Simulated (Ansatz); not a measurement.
The start is a generated trial cell of ZnCu2SnS4 in the kesterite structure type. A full variable-cell relaxation at zero pressure is run with PBE (plane waves to 420 eV, PAW, scalar-relativistic; Ansatz, a first-principles code). First-step values are on the input's coarse k-mesh.

Ansatz input (later rounds restart from its end on a renewed k-mesh):
Ansatz 0.2 input:
```yaml
crystal:
  lattice:
    - [-2.7135, 2.7135, 5.4355]
    - [2.7135, -2.7135, 5.4355]
    - [2.7135, 2.7135, -5.4355]
  atoms:
    - { symbol: Cu, position: [0, 0, 0] }
    - { symbol: Cu, position: [0.75, 0.25, 0.5] }
    - { symbol: Zn, position: [0.25, 0.75, 0.5] }
    - { symbol: Sn, position: [0.5, 0.5, 0] }
    - { symbol: S, position: [0.629, 0.628, 0.513] }
    - { symbol: S, position: [0.115, 0.116, 0.487] }
    - { symbol: S, position: [0.372, 0.885, 0.001] }
    - { symbol: S, position: [0.884, 0.371, 0.999] }
basis: { ecutwfc: 420, ecutrho_ratio: 4, xc_grid: 2, fft_grid_basis: typed }
kpoints: { mp_grid: { grid: [6, 6, 6] } }
hamiltonian:
  xc: pbe
  dispersion: none
  pseudopotentials: { azcp: { folder: ./paw }, kind: paw }
scf: { occupations: { method: fermi_dirac, width: 0.05 } }
relax: { f_tol: 0.01, max_steps: 100, cell: { stress_tol: 0.02 } }
output: { forces: true, stress: true }
```

Task: What is the largest force in the starting geometry, and on which atom (counted from 1)?

Result: About 0.6 eV/Å, on S5, S6, S7, S8 (atoms numbered as listed).

Task: How much energy is released per atom?

Result: 0.01 eV/atom.

Task: How do the shortest distances between atoms change?

Result: The closest pairs of elements (up to four, under 3.6 Å), start → end: Cu–S 2.33 → 2.32 Å; S–Zn 2.34 → 2.37 Å; S–Sn 2.41 → 2.47 Å.

Task: Give the final cell and atomic positions.

Result: 
```cif
data_Cu4S8Sn2Zn2
_chemical_formula_sum 'Cu4 Zn2 Sn2 S8'
_space_group_name_H-M_alt 'I-4'
_space_group_IT_number 82
_space_group_name_Hall 'I -4'
_cell_length_a 5.46928
_cell_length_b 5.46928
_cell_length_c 10.93301
_cell_angle_alpha 90.000
_cell_angle_beta 90.000
_cell_angle_gamma 90.000
loop_
_atom_site_label
_atom_site_type_symbol
_atom_site_symmetry_multiplicity
_atom_site_Wyckoff_symbol
_atom_site_fract_x
_atom_site_fract_y
_atom_site_fract_z
_atom_site_occupancy
Cu1 Cu 2 a 0.00000 0.00000 0.00000 1
Cu2 Cu 2 c 0.00000 0.50000 0.25000 1
Zn1 Zn 2 d 0.50000 0.00000 0.25000 1
Sn1 Sn 2 b 0.00000 0.00000 0.50000 1
S1 S 8 g 0.25837 0.26633 0.37058 1
```
(The calculation used a cell of 8 atoms; values per cell refer to that cell.)

The space group stays I-4 (No. 82) (the run could not lower it), with 8 atoms in the primitive cell. Final values are on a 9×9×9 k-mesh of the relaxed cell. No spin polarisation in the result.

The run could not lose the symmetry of its start; a randomly shaken copy of 8 atoms returns to this structure.
